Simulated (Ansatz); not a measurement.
Y$_{2}$Ni$_{12}$As$_{7}$:
Space group P-6 (No. 174); a = 9.2891 Å, b = 9.2891 Å, c = 3.8102 Å, α = 90.00°, β = 90.00°, γ = 120.00°

```json
[
 {"atom": "Y", "site": "1e", "symmetry": "-6..", "x": "0.6667", "y": "0.3333", "z": "0.0000"},
 {"atom": "Y", "site": "1d", "symmetry": "-6..", "x": "0.3333", "y": "0.6667", "z": "0.5000"},
 {"atom": "Ni", "site": "3j", "symmetry": "m..", "x": "0.0581", "y": "0.6218", "z": "0.0000"},
 {"atom": "Ni", "site": "3j", "symmetry": "m..", "x": "0.2789", "y": "0.1281", "z": "0.0000"},
 {"atom": "Ni", "site": "3k", "symmetry": "m..", "x": "0.4259", "y": "0.0494", "z": "0.5000"},
 {"atom": "Ni", "site": "3k", "symmetry": "m..", "x": "0.1139", "y": "0.2094", "z": "0.5000"},
 {"atom": "As", "site": "3j", "symmetry": "m..", "x": "0.1148", "y": "0.4046", "z": "0.0000"},
 {"atom": "As", "site": "3k", "symmetry": "m..", "x": "0.4054", "y": "0.2978", "z": "0.5000"},
 {"atom": "As", "site": "1a", "symmetry": "-6..", "x": "0.0000", "y": "0.0000", "z": "0.0000"}
]
```

Relaxed with r²SCAN.

Task: Which orbitals make up the states near the Fermi level in r²SCAN in the plane-wave PAW code Ansatz?

Result: Within 0.5 eV of the Fermi level: Ni 3d 65 %, As 4p 20 %, Y 4d 8 %. Projections are on Löwdin-orthogonalised atomic valence shells; empty p or d shells of many metals are not among them.

Task: Tabulate the density of states.

Result: States/eV per cell of 21 atoms, in 0.25 eV bins, energy from the Fermi level.

| E (eV) | total | Ni 3d | As 4p | Y 4d |
|---|---|---|---|---|
| -7.85 | 0.00 | 0.00 | 0.00 | 0.00 |
| -7.60 | 0.60 | 0.05 | 0.34 | 0.02 |
| -7.35 | 7.07 | 0.67 | 4.11 | 0.28 |
| -7.10 | 11.44 | 1.36 | 6.57 | 0.48 |
| -6.85 | 7.51 | 0.99 | 4.28 | 0.31 |
| -6.60 | 10.17 | 1.63 | 5.65 | 0.43 |
| -6.35 | 5.97 | 1.18 | 3.24 | 0.18 |
| -6.10 | 7.93 | 1.75 | 4.36 | 0.22 |
| -5.85 | 5.81 | 1.41 | 3.27 | 0.15 |
| -5.60 | 6.96 | 1.82 | 3.90 | 0.22 |
| -5.35 | 9.54 | 2.59 | 5.51 | 0.33 |
| -5.10 | 11.84 | 3.77 | 6.50 | 0.48 |
| -4.85 | 21.09 | 8.53 | 10.82 | 0.72 |
| -4.60 | 28.05 | 12.12 | 13.96 | 0.94 |
| -4.35 | 17.44 | 7.75 | 8.43 | 0.72 |
| -4.10 | 13.84 | 6.62 | 6.42 | 0.32 |
| -3.85 | 2.74 | 1.20 | 1.36 | 0.05 |
| -3.60 | 0.02 | 0.02 | 0.00 | 0.00 |
| -3.35 | 2.79 | 2.25 | 0.13 | 0.04 |
| -3.10 | 37.00 | 32.56 | 1.02 | 0.55 |
| -2.85 | 43.41 | 39.11 | 1.13 | 0.75 |
| -2.60 | 31.52 | 28.39 | 0.82 | 0.77 |
| -2.35 | 34.50 | 30.88 | 0.98 | 0.99 |
| -2.10 | 38.97 | 35.71 | 0.90 | 0.85 |
| -1.85 | 55.00 | 51.47 | 0.93 | 1.14 |
| -1.60 | 55.64 | 52.46 | 0.96 | 0.90 |
| -1.35 | 29.45 | 27.01 | 0.92 | 0.62 |
| -1.10 | 19.18 | 17.62 | 0.73 | 0.32 |
| -0.85 | 28.45 | 24.77 | 1.84 | 0.89 |
| -0.60 | 17.52 | 13.94 | 1.75 | 0.96 |
| -0.35 | 10.26 | 7.24 | 1.56 | 0.85 |
| -0.10 | 17.43 | 11.75 | 3.25 | 1.47 |
| 0.15 | 8.03 | 4.85 | 1.80 | 0.75 |
| 0.40 | 9.27 | 5.24 | 2.41 | 0.74 |
| 0.65 | 9.22 | 4.83 | 2.60 | 0.74 |
| 0.90 | 9.44 | 4.54 | 2.95 | 0.83 |
| 1.15 | 8.49 | 3.73 | 3.02 | 0.69 |
| 1.40 | 7.53 | 3.03 | 2.77 | 0.85 |
| 1.65 | 4.84 | 1.82 | 1.97 | 0.62 |
| 1.90 | 2.77 | 0.90 | 1.04 | 0.58 |
| 2.15 | 3.51 | 0.79 | 0.76 | 1.41 |
| 2.40 | 7.25 | 1.31 | 0.91 | 3.35 |
| 2.65 | 8.25 | 1.33 | 1.00 | 3.61 |
| 2.90 | 6.69 | 0.96 | 0.75 | 2.85 |
| 3.15 | 11.95 | 1.50 | 1.40 | 4.96 |
| 3.40 | 11.00 | 1.24 | 1.53 | 4.59 |
| 3.65 | 10.72 | 1.09 | 1.69 | 4.50 |
| 3.90 | 10.75 | 0.97 | 1.82 | 4.63 |
| 4.15 | 9.64 | 0.77 | 1.51 | 3.85 |
| 4.40 | 10.91 | 0.77 | 1.58 | 3.44 |
| 4.65 | 8.44 | 0.53 | 1.22 | 2.61 |

The first step of the workflow began from a Materials Project structure, measured or hypothetical; the Crystallography Open Database copy checked does not list it. Its standing as an ambient phase is unchecked. The cell was relaxed with r²SCAN under the symmetry of its start; its stability against distortions is not shown here. The run is not spin-polarised. Spin–orbit coupling is left out wherever it is not named.

Potentials: the later of the program's two PAW sets.
